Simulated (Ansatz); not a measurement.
The relaxed structure here is a generated cell of Au: the first start was made by placing the elements on the sites of a structure type, and the end was not matched to a known phase here, so it may be hypothetical. Known forms of Au include space group No. 225.

The end point of a relaxation of Au. Space group P6/mmm (No. 191). Level of theory: PBE (plane waves to 420 eV, PAW, scalar-relativistic; Ansatz, an electronic-structure program).

```cif
data_Au3
_chemical_formula_sum 'Au3'
_space_group_name_H-M_alt 'P 1'
_space_group_IT_number 1
_cell_length_a 4.75248
_cell_length_b 4.75248
_cell_length_c 2.81378
_cell_angle_alpha 90.000
_cell_angle_beta 90.000
_cell_angle_gamma 120.000
loop_
_space_group_symop_operation_xyz
  'x, y, z'
loop_
_atom_site_label
_atom_site_type_symbol
_atom_site_fract_x
_atom_site_fract_y
_atom_site_fract_z
_atom_site_occupancy
Au1 Au 0.00000 0.00000 0.00000 1
Au2 Au 0.33333 0.66667 0.50000 1
Au3 Au 0.66667 0.33333 0.50000 1
```

For Au, the volume per atom is 18.35 Å³ and the band gap is zero (metallic). The shortest distances is Au–Au 2.74 Å and the k-mesh is 11×11×16.

Band energies at high-symmetry points (eV from the Fermi level; labels of this space group; no spin-orbit coupling), from −5 eV up to 2.6 eV:

```json
[
 {"point": "Γ", "energies": "-4.84 -4.66 -4.66 -4.52 -4.52 -3.97 -3.97 -3.22 -3.22 -3.18 -3.18 -1.79 -1.79"},
 {"point": "M", "energies": "-4.50 -4.50 -3.80 -3.07 -3.05 -2.60 -2.22 -2.18 -2.16 -1.99 -1.74 -0.45"},
 {"point": "K", "energies": "-3.73 -3.40 -3.39 -3.39 -3.37 -3.37 -2.52 -2.52 -2.12 -2.12 -2.10 -1.97"},
 {"point": "A", "energies": "-4.25 -4.02 -4.02 -3.89 -3.89 -2.42 -2.42 -2.10 -2.10 -1.13 0.14 0.56"},
 {"point": "L", "energies": "-4.43 -4.42 -3.94 -3.69 -3.26 -2.68 -2.45 -2.33 -1.89 -1.45 0.80 1.01"},
 {"point": "H", "energies": "-4.97 -4.97 -4.41 -4.41 -3.61 -3.61 -3.37 -1.95 -1.81 -1.45 -1.45 0.69"}
]
```

No spin polarisation in the result.

The run could not lose the symmetry of its start: the end is stationary, and may be a saddle point rather than a minimum.

All atoms sit on sites fixed by symmetry, so only the cell could relax.
